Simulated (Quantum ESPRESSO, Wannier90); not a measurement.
HfC (rock salt): Wannier90 run

Cell from Materials Project (mp-21075), symmetrised, no further relaxation. COD (Crystallography Open Database) has an entry of this formula and space group (matched by these alone). Method: LDA plane waves in Quantum ESPRESSO 7.5 (PseudoDojo norm-conserving files, 66 Ry, no spin polarisation, no spin-orbit coupling), Bloch states on a 10×10×10 mesh through Γ, Wannier90 4.0.1. Density: 12×12×12 mesh, cold smearing 0.01 Ry. Spin-orbit coupling is left out although heavy elements are present.

```
begin unit_cell_cart
ang
    0.0000000000    2.3171400000    2.3171400000
    2.3171400000    0.0000000000    2.3171400000
    2.3171400000    2.3171400000    0.0000000000
end unit_cell_cart
mp_grid = 10 10 10
```

**Question.** Which shells of neighbouring k-points and which b-vectors and weights does Wannier90 pick for this cell and mesh?

**Answer.** 
```
 *---------------------------------- K-MESH ----------------------------------*
 +----------------------------------------------------------------------------+
 |                    Distance to Nearest-Neighbour Shells                    |
 |                    ------------------------------------                    |
 |          Shell             Distance (Ang^-1)          Multiplicity         |
 |          -----             -----------------          ------------         |
 |             1                   0.234833                      8            |
 |             2                   0.271161                      6            |
 |             3                   0.383480                     12            |
 |             4                   0.449670                     24            |
 |             5                   0.469665                      8            |
 |             6                   0.542322                      6            |
 |             7                   0.590982                     24            |
 |             8                   0.606335                     24            |
       ... (lines left out)
 +----------------------------------------------------------------------------+
 | The b-vectors are chosen automatically                                     |
 | The following shells are used:                       1                     |
 +----------------------------------------------------------------------------+
 |                        Shell   # Nearest-Neighbours                        |
 |                        -----   --------------------                        |
 |                          1               8                                 |
 +----------------------------------------------------------------------------+
 | Completeness relation is fully satisfied [Eq. (B1), PRB 56, 12847 (1997)]  |
 +----------------------------------------------------------------------------+
 |                  b_k Vectors (Ang^-1) and Weights (Ang^2)                  |
 |                  ----------------------------------------                  |
 |            No.         b_k(x)      b_k(y)      b_k(z)        w_b           |
 |            ---        --------------------------------     --------        |
 |             1         0.135581    0.135581   -0.135581     6.800092        |
 |             2         0.135581   -0.135581    0.135581     6.800092        |
 |             3        -0.135581    0.135581    0.135581     6.800092        |
 |             4         0.135581    0.135581    0.135581     6.800092        |
 |             5        -0.135581   -0.135581    0.135581     6.800092        |
 |             6        -0.135581    0.135581   -0.135581     6.800092        |
 |             7         0.135581   -0.135581   -0.135581     6.800092        |
 |             8        -0.135581   -0.135581   -0.135581     6.800092        |
```
